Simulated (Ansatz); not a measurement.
# Find the missing element

Cell vectors (Å):

```
3.2294 0.0000 0.0000
0.0000 3.2294 0.0000
0.0000 0.0000 3.2294
```

```
atom       a       b       c
  Sc  0.5000  0.5000  0.5000
   X  0.0000  0.0000  0.0000
```

All numbers below come from LDA, PAW on Ansatz 0.2.0's default frozen-core files (fitted under PBE), scalar-relativistic. k mesh 14×14×14, strains of ±0.008, Fermi-Dirac smearing of 0.100 eV.

Elastic constants of a crystal by Kohn-Sham DFT: slopes of the stress over finite engineering strains of the given cell, Voigt indices, Cartesian axes as in the cell vectors.

| index | elastic (GPa) |
| --- | --- |
| 11 | 215 |
| 12 | 136.7 |
| 44 | 60.7 |

Q: All X atoms are one element. Which one was computed?

A: Pt; the crystal is ScPt (Pm-3m).

Keep in mind: frozen-core PAW files fitted under PBE, their cores solved anew for the functional of the run; responses of metals move with mesh and smearing; no spin-orbit coupling on heavy atoms.
